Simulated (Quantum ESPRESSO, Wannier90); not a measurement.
# Ag₂S (anti-fluorite), plane waves to Wannier functions

```xyz
3
Lattice="0.0000 3.1240 3.1240 3.1240 0.0000 3.1240 3.1240 3.1240 0.0000" Properties=species:S:1:pos:R:3 pbc="T T T"
Ag    -1.5620    -1.5620    -1.5620
Ag     1.5620     1.5620     1.5620
S      0.0000     0.0000     0.0000
```

Materials Project entry mp-1229090; symmetrised, unrelaxed at this level. Not found in the COD (Crystallography Open Database) copy used, which has the formula in other groups; not checked further. Method: LDA plane waves in Quantum ESPRESSO 7.5 (PseudoDojo norm-conserving files, 69 Ry, no spin polarisation, no spin-orbit coupling), Bloch states on a 8×8×8 mesh through Γ, Wannier90 4.0.1. Density: 8×8×8 mesh, cold smearing 0.01 Ry.

A tight-binding model is made by disentanglement and projection with no localisation steps (num_iter = 0), so the 13 orbitals stay atom-like: hydrogen-like Ag: d; S: p, axes along x, y, z; frozen window up to -0.05 eV relative to the Fermi level. It follows pw.x to 37 meV rms for states up to 0.0 eV relative to the Fermi level. Matrix elements depend on this choice of orbitals and windows.

Problem. Which pairs of orbitals on different sites are coupled most strongly? Give distance, modulus and how many such pairs a cell has.

Solution. 
| orbital | orbital | distance of the centres (Å) | modulus (eV) | pairs |
|---|---|---|---|---|
| Ag dxz | S py | 2.71 | 0.44 | 8 |
| Ag dyz | S px | 2.71 | 0.44 | 8 |
| Ag dxy | S pz | 2.71 | 0.44 | 8 |
| Ag dz2 | S pz | 2.71 | 0.32 | 8 |
| Ag dz2 | Ag dz2 | 3.12 | 0.32 | 2 |
| S py | S pz | 4.42 | 0.29 | 4 |
| S px | S pz | 4.42 | 0.29 | 4 |
| S px | S py | 4.41 | 0.29 | 4 |
| Ag dx2-y2 | S px | 2.71 | 0.28 | 8 |
| Ag dx2-y2 | S py | 2.71 | 0.28 | 8 |
| Ag dx2-y2 | Ag dx2-y2 | 3.12 | 0.25 | 4 |
| S py | S py | 4.42 | 0.19 | 4 |
| S px | S px | 4.42 | 0.18 | 4 |
| S pz | S pz | 4.42 | 0.18 | 4 |
| Ag dxz | S pz | 2.71 | 0.17 | 8 |
| Ag dxy | S py | 2.71 | 0.17 | 8 |
| Ag dyz | S pz | 2.71 | 0.17 | 8 |
| Ag dxy | S px | 2.71 | 0.17 | 8 |
| Ag dxz | S px | 2.71 | 0.17 | 8 |
| Ag dyz | S py | 2.71 | 0.17 | 8 |
| Ag dz2 | S px | 2.71 | 0.16 | 8 |
| Ag dz2 | S py | 2.71 | 0.16 | 8 |
| Ag dx2-y2 | Ag dz2 | 3.12 | 0.13 | 8 |
| Ag dxy | Ag dxy | 3.12 | 0.13 | 4 |
| Ag dyz | Ag dyz | 3.12 | 0.13 | 4 |
| Ag dxz | Ag dxz | 3.12 | 0.13 | 4 |
| Ag dz2 | Ag dz2 | 3.12 | 0.09 | 4 |
| Ag dxy | Ag dxz | 3.12 | 0.06 | 4 |
| Ag dxy | Ag dyz | 3.12 | 0.06 | 4 |
| Ag dxz | Ag dyz | 3.12 | 0.06 | 4 |
